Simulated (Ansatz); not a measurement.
CoPtRh:
```xyz
3
Lattice="2.6877 0.0000 0.0000 -1.3439 2.3276 0.0000 0.0000 0.0000 6.5411" Properties=species:S:1:pos:R:3 pbc="T T T"
Co     0.0000     0.0000     6.4987
Pt     0.0000     1.5518     2.0991
Rh     1.3439     0.7759     4.4843
```
The run is spin-polarised; directions of the spins, atom by atom: ↑ ↑ ↑.

Relaxed with r²SCAN.

**Question.** Give the Bader charges and basin volumes of the independent atoms, DFT-r²SCAN in the program Ansatz with PAW potentials.

**Answer.** 

| atom | Bader charge (e) | Bader volume (Å³) |
|---|---|---|
| Co1 | +0.44 | 10.6 |
| Pt2 | -0.32 | 15.9 |
| Rh3 | -0.12 | 14.4 |

Space group P3m1. The start of the workflow was typed in or built on a structure type; neither database checked (COD, Materials Project) lists it. Its standing as an ambient phase is unchecked. The r²SCAN relaxation kept the symmetry of its start; its stability against distortions is not shown here. The final state is ferromagnetic, chosen from 3 collinear starts compared on coarse meshes (ties went to the first, and starts can fall back to one state), not a proven ground state. Other orbital occupations within this spin state were not tried. Spin–orbit coupling is left out wherever it is not named.

Potentials: the earlier of the program's two PAW sets.
